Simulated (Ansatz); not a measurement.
input.yaml

```yaml
crystal:
  lattice:
    - [2.9217712149, 0.0, 0.0]
    - [-1.4608856074, 2.5303280961, 0.0]
    - [0.0, 0.0, 24.9647693801]
  atoms:
    - { symbol: C, position: [0.6666666667, 0.3333333333, 0.3100309171] }
    - { symbol: W, position: [0.0, 0.0, 0.3538122176] }
    - { symbol: C, position: [0.6666666667, 0.3333333333, 0.4147580835] }
    - { symbol: W, position: [0.0, 0.0, 0.4698741349] }
    - { symbol: C, position: [0.6666666667, 0.3333333333, 0.5279102323] }
    - { symbol: W, position: [0.0, 0.0, 0.5842389585] }
    - { symbol: C, position: [0.6666666667, 0.3333333333, 0.6424962135] }
    - { symbol: W, position: [0.0, 0.0, 0.6968792426] }
basis:
  ecutwfc: 420
kpoints:
  mp_grid: { grid: [12, 12, 1] }
  band_path:
    path:
      - [0.5, 0, 0]
      - [0, 0, 0]
      - [0.3333333333333, 0.3333333333333, 0]
      - [0.5, 0, 0]
    npoints: 12
hamiltonian:
  xc: pbe
scf:
  occupations: { method: gaussian, width: 0.1 }
  n_extra_bands: 22
output:
  forces: true
  eigenvalues: true
  populations: true
  fatbands: true
  write_density: true
  write_potential: true
  elf: true
  volumetric_format: npy
efield:
  axis: 3
  dipole_correction: true
  ramp_width: 0.04
```

Launched with
```bash
ansatz run input.yaml --threads 2 --pin off --max-ram 5120MiB --backend cpu --events-out ev --progress --plain --runs-dir out
```

These are results of DFT PBE, scalar-relativistic, plane waves, PAW in Ansatz 0.2.0, not measurements.

Abridged output (iterations and final results):

```
SCF iter   1: F=—  HF=-42540.021423 eV  |F-HF|=—  |Δ(HF+E_count)|=         —  Δρ=1.09e-2  dr2=2.45e0  ethr=1.77e-3  p=0.086 e·Å  D=8.47e-2 V/Å  ΔV_dip=-2.11 eV  dr2_dipole=5.28e-1  V_vac-E_F(+/−)=5.02/7.13 eV  ⟨swp⟩=7.2  Hψ=5306  notcnv=0  defer=120
efield: sawtooth ramp at fractional position 0.9835 (placed from the atoms, in the widest stretch of the axis that holds none; the zero of the levels goes with the place), width 0.0400; the density the first Hamiltonian is built on has a dipole p = 0.086 e·Å; the dipole correction subtracts the counter field D = 8.47e-2 V/Å, which shifts the + side's vacuum level by -2.11 eV against the − side's; the planar-averaged density in the ramp window peaks in size at 1.3e-4 e/Å³
SCF iter   2: F=—  HF=-42540.485481 eV  |F-HF|=—  |Δ(HF+E_count)|=   4.64e-1  Δρ=2.25e-2  dr2=1.63e1  ethr=1.77e-3  p=-0.015 e·Å  D=-1.45e-2 V/Å  ΔV_dip=0.36 eV  dr2_dipole=7.62e0  V_vac-E_F(+/−)=5.18/4.81 eV  ⟨swp⟩=3.0  Hψ=1640  notcnv=0  defer=297  recentre
SCF iter   3: F=—  HF=-42539.929064 eV  |F-HF|=—  |Δ(HF+E_count)|=   5.56e-1  Δρ=4.26e-3  dr2=4.36e-1  ethr=1.77e-3  p=0.065 e·Å  D=6.41e-2 V/Å  ΔV_dip=-1.60 eV  dr2_dipole=1.40e-1  V_vac-E_F(+/−)=4.95/6.55 eV  ⟨swp⟩=2.7  Hψ=1600  notcnv=0  defer=203
SCF iter   4: F=—  HF=-42539.917824 eV  |F-HF|=—  |Δ(HF+E_count)|=   1.12e-2  Δρ=1.18e-3  dr2=3.98e-2  ethr=6.05e-4  p=0.050 e·Å  D=4.91e-2 V/Å  ΔV_dip=-1.23 eV  dr2_dipole=2.20e-2  V_vac-E_F(+/−)=4.98/6.20 eV  ⟨swp⟩=1.8  Hψ=1240  notcnv=0  defer=241
SCF iter   5: F=—  HF=-42539.915915 eV  |F-HF|=—  |Δ(HF+E_count)|=   1.91e-3  Δρ=6.07e-4  dr2=1.48e-2  ethr=5.53e-5  p=0.050 e·Å  D=4.88e-2 V/Å  ΔV_dip=-1.22 eV  dr2_dipole=1.02e-2  V_vac-E_F(+/−)=4.96/6.18 eV  ⟨swp⟩=1.9  Hψ=1115  notcnv=0  defer=244
SCF iter   6: F=—  HF=-42539.915665 eV  |F-HF|=—  |Δ(HF+E_count)|=   2.50e-4  Δρ=1.67e-4  dr2=5.57e-4  ethr=2.05e-5  p=0.050 e·Å  D=4.92e-2 V/Å  ΔV_dip=-1.23 eV  dr2_dipole=2.31e-4  V_vac-E_F(+/−)=4.95/6.18 eV  ⟨swp⟩=1.3  Hψ=828  notcnv=0  defer=244
SCF iter   7: F=—  HF=-42539.915644 eV  |F-HF|=—  |Δ(HF+E_count)|=   2.10e-5  Δρ=6.76e-5  dr2=1.99e-5  ethr=7.74e-7  p=0.050 e·Å  D=4.94e-2 V/Å  ΔV_dip=-1.23 eV  dr2_dipole=5.47e-6  V_vac-E_F(+/−)=4.95/6.18 eV  ⟨swp⟩=2.0  Hψ=1154  notcnv=0  defer=244
SCF iter   8: F=—  HF=-42539.915713 eV  |F-HF|=—  |Δ(HF+E_count)|=   6.98e-5  Δρ=3.46e-5  dr2=6.04e-6  ethr=2.77e-8  p=0.050 e·Å  D=4.94e-2 V/Å  ΔV_dip=-1.23 eV  dr2_dipole=2.16e-6  V_vac-E_F(+/−)=4.95/6.18 eV  ⟨swp⟩=2.3  Hψ=1402  notcnv=0  defer=259
SCF iter   9: F=—  HF=-42539.915714 eV  |F-HF|=—  |Δ(HF+E_count)|=   3.81e-7  Δρ=1.48e-5  dr2=2.01e-6  ethr=8.39e-9  p=0.050 e·Å  D=4.94e-2 V/Å  ΔV_dip=-1.23 eV  dr2_dipole=1.40e-7  V_vac-E_F(+/−)=4.95/6.18 eV  ⟨swp⟩=2.2  Hψ=1206  notcnv=0  defer=260
SCF iter  10: F=—  HF=-42539.915714 eV  |F-HF|=—  |Δ(HF+E_count)|=   3.37e-8  Δρ=6.05e-6  dr2=1.72e-7  ethr=2.79e-9  p=0.050 e·Å  D=4.94e-2 V/Å  ΔV_dip=-1.23 eV  dr2_dipole=5.42e-8  V_vac-E_F(+/−)=4.95/6.18 eV  ⟨swp⟩=2.3  Hψ=1194  notcnv=0  defer=263
   ...
SCF 1 converged in 12 iterations: F = -42539.915714 eV  dr2 = 1.75e-9
efield: sawtooth ramp at fractional position 0.9835 (kept from the solve that this one continues, or follows in the run), width 0.0400; the density the first Hamiltonian is built on has a dipole p = 0.050 e·Å; the dipole correction subtracts the counter field D = 4.94e-2 V/Å, which shifts the + side's vacuum level by -1.23 eV against the − side's; the planar-averaged density in the ramp window peaks in size at 1.6e-6 e/Å³
WARN: The output density's exchange-correlation potential varies sharply where the density is thin. Do not read a vacuum level from v_tot or v_xc, or from such a field of the output density. On a cell that repeats whose density bears no net charge and no dipole along the vacuum's axis use v_es (v_loc + v_h of the components); under efield.dipole_correction with no amplitude use v_es + v_field, which holds any external_charges[].barrier, or the levels of the report's work_function block, which leave it out; under a non-zero efield.amplitude the vacuum is tilted and has no level; on a cell that repeats and bears such a dipole with no correction it is tilted too, and efield.dipole_correction wi ...
SCF converged after 12 iterations
an eigenvalue changed by more than its tolerance at an iteration that met the thresholds in force, so the SCF went on 1 time: the last check found none over its tolerance
Free energy (F): -42539.915714 eV
Harris-Foulkes:  -42539.915714 eV  (|F-HF|=8.13e-9)
Internal energy: -42539.904961 eV  (E = F + TS)
E sigma→0 (E₀):  -42539.910337 eV
Entropy (-TS):   -0.010753 eV (-1.344 meV/atom)
Fermi energy:    6.295589 eV
Dipole field:    D = 0.049404 V/Å  (p = 0.050390 e·Å, saw-weighted, corrected)
Work function:   Φ+ = 4.9455 eV   Φ− = 6.1789 eV
Levels:          The Fermi level and band energies are counted from a zero that moves with the ramp; work functions are not
--- Per-component energies (eV) ---
  E_band       = -1258.418210
  E_kinetic    = 2155.639863
  E_local      = -82533.717004  (includes V_loc(G=0)·N_el)
  E_nonlocal   = 105.463074
  E_hartree    = 40366.394582
  E_xc         = -1260.504895
  E_vxc        = -1194.027592  (∫ρ·V_xc dr)
  E_paw        = -34644.257187  (= ΣΔE_a)
  E_vpaw       = -523.579809  (= ΣTr[D̂ρ^β])
  E_aug_tail   = -0.000183  (compensation charges beyond the density's cutoff)
  E_efield     = 0.001245  (sawtooth field / dipole correction)
  E_vefield    = -0.983300  (∫n·V_field dr)
  E_ewald      = 33271.075544
  E_smearing   = -0.010753  (= −TS)
--- Forces (eV/Å), atoms counted from 1 ---
  atom   1  C      0.00000000     0.00000000    -0.00422695
  atom   2  W      0.00000000     0.00000000    -0.00357850
  atom   3  C      0.00000000     0.00000000     0.01059450
  atom   4  W      0.00000000     0.00000000     0.00047323
  atom   5  C      0.00000000     0.00000000    -0.00629532
  atom   6  W      0.00000000     0.00000000     0.00384019
  atom   7  C      0.00000000     0.00000000     0.00248047
  atom   8  W      0.00000000     0.00000000    -0.00331396
--- Band table (eV; the first three rows of 19) ---
  k-point 0: bands = ["-67.8727", "-67.7278", "-67.6716", "-67.5758", "-32.4865", "-32.1735", "-31.9918", "-31.7954", "-31.7807", "-31.7807", "-31.6043", "-31.6043", "-31.5729", "-31.5729", "-31.5273", "-31.5273", "-7.9143", "-7.1739", "-5.8894", "-4.2694", "-1.5036", "0.2022", "1.2913", "1.8903", "2.7760", "2.7760", "3.0679", "3.0679", "3.6573", "3.6573", "4.2795", "4.2795", "5.3151", "5.8808", "5.8808", "6.3753", "6.5469", "6.5469", "7.3026", "7.6927", "7.6927", "8.6737", "8.9486", "8.9486", "9.7125", "10.9491", "11.0101", "11.0101", "11.8124", "11.8124", "12.0500", "12.0500", "12.2629", "12.6584", "12.8654", "13.1181", "13.1181", "13.3832"]
  k-point 1: bands = ["-67.8691", "-67.7243", "-67.6680", "-67.5720", "-32.4767", "-32.1646", "-31.9841", "-31.8336", "-31.7927", "-31.7879", "-31.6609", "-31.6260", "-31.6171", "-31.5850", "-31.5770", "-31.5387", "-7.7411", "-7.0187", "-5.7815", "-4.2396", "-1.3470", "0.2915", "1.4070", "1.9771", "2.5607", "2.7361", "2.9479", "3.1846", "3.3493", "3.6574", "4.0634", "4.1501", "5.2015", "5.6264", "5.8565", "5.9970", "6.0390", "6.5696", "7.2267", "7.6244", "8.2895", "8.8748", "8.9571", "9.4534", "9.8766", "10.9900", "11.1338", "11.3426", "11.7141", "11.8372", "11.9672", "12.0732", "12.4030", "12.7473", "13.1882", "13.2358", "13.3199", "13.9214"]
  k-point 2: bands = ["-67.8593", "-67.7149", "-67.6581", "-67.5616", "-32.4498", "-32.1406", "-31.9771", "-31.9617", "-31.8253", "-31.8183", "-31.7727", "-31.7584", "-31.7112", "-31.6519", "-31.6176", "-31.5699", "-7.2552", "-6.5950", "-5.5129", "-4.1852", "-0.9079", "0.4896", "1.4573", "1.6978", "2.2260", "2.5639", "2.8008", "3.3469", "3.4268", "3.5626", "3.5935", "3.9012", "4.6221", "4.9367", "5.2265", "5.5042", "6.5709", "6.8461", "7.2532", "7.5501", "8.5592", "8.6990", "9.6043", "9.8430", "10.4904", "11.1070", "11.4121", "11.6669", "11.8189", "11.8811", "12.1799", "12.4863", "12.6291", "13.0919", "13.4270", "13.6738", "14.4970", "14.9891"]
--- Löwdin populations: 8 sites ---
  site symbol       q [e]
     0      C      4.4009
     1      W     13.1229
     2      C      4.7433
     3      W     13.1912
     4      C      4.7300
     5      W     13.1995
     6      C      4.6891
     7      W     13.5334
  spilling = 0.005413 (of n_electrons = 72.000000)
```

Self-consistency was reached.

It took 41 s on 2 threads of Arm Neoverse V2, on a shared host, peak memory 0.58 GiB.

Spin-orbit coupling is left out, which matters for the bands of heavy elements.
